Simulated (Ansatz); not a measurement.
Cr (bcc (W type), Im-3m) under volume change, PBEsol in the plane-wave PAW code Ansatz, scaled uniformly.

```csv
V (Å³/atom),E − E(relaxed) (meV/atom),P (GPa)
10.141,(withheld),(withheld)
10.475,(withheld),(withheld)
10.809,9.3,9.18
11.143,0.0,0.00
11.478,8.4,-7.84
11.812,31.9,-14.53
12.146,68.3,-20.23
```

### Question
Some entries are withheld; supply them.

### Answer

- 10.141, E − E(relaxed) (meV/atom): 93.7
- 10.141, P (GPa): 32.47
- 10.475, E − E(relaxed) (meV/atom): 39.4
- 10.475, P (GPa): 19.92

### Question
What does a third-order Birch–Murnaghan fit give for V₀, B₀ and B′?

### Answer
V₀ = 11.14 Å³/atom, B₀ = 282 GPa, B′ = 4.2.

Symmetry was held in the PBEsol relaxation. The workflow began spin-polarised and lost its moments. Textbook magnetic order: a spin-density-wave antiferromagnet.

Potentials: the later of the program's two PAW sets.
